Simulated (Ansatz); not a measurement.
Method: DFT PBE, scalar-relativistic, plane waves, PAW in Ansatz. All cells share a 420 eV cutoff and Γ-centred k meshes spaced at most about 0.3 Å⁻¹ (about 0.25 or finer for metals, 2π included). No spin polarisation in the final relaxations.

Temperature and zero-point effects are left out. All come from trial cells, and lower structures may exist.

Question: Order these relaxed structures of InH by energy, lowest first, with the energy over the lowest of them.
1.

```
CELL_PARAMETERS angstrom
3.16905 0.00000 0.00000
-1.58452 2.74448 0.00000
0.00000 0.00000 3.89526
ATOMIC_POSITIONS crystal
In 0.00000 0.00000 0.50000
H 0.00000 0.00000 0.00000
```

2.

```
CELL_PARAMETERS angstrom
0.00000 2.60928 2.60928
2.60928 0.00000 2.60928
2.60928 2.60928 0.00000
ATOMIC_POSITIONS crystal
In 0.00000 0.00000 0.00000
H 0.75000 0.75000 0.75000
```

3.

```
CELL_PARAMETERS angstrom
0.00000 2.51420 2.51420
2.51420 0.00000 2.51420
2.51420 2.51420 0.00000
ATOMIC_POSITIONS crystal
In 0.00000 0.00000 0.00000
H 0.50000 0.50000 0.50000
```

4.

```
CELL_PARAMETERS angstrom
3.60250 0.00000 0.00000
0.00000 3.83582 0.00000
0.00000 0.00000 4.90318
ATOMIC_POSITIONS crystal
In 0.00000 0.00000 0.73121
In 0.50000 0.50000 0.26879
H 0.00000 0.50000 0.98036
H 0.50000 0.00000 0.01964
```

Answer: 1 (0 meV/atom), 4 (30 meV/atom), 2 (178 meV/atom), 3 (205 meV/atom). Forms: 1 P6/mmm; 4 Pmmn; 2 zinc blende type, F-43m; 3 rock salt type, Fm-3m. Counting H atoms around In (those within 1.25 times the shortest such distance or 1.15 times the sum of covalent radii; the shortest distance is added where it is long for a bond): cell 1 has In 2; cell 4 has In 4; cell 2 has In 4; cell 3 has In 6 from 2.5 Å. Even the lowest lies +0.28 eV/atom against the elements.

With hydrogen, zero-point motion can shift such differences by 10 meV/atom or more. Cells relaxed within their symmetry can be saddle points. Some types were kept out of the candidates beforehand, so the set may lack a known form.
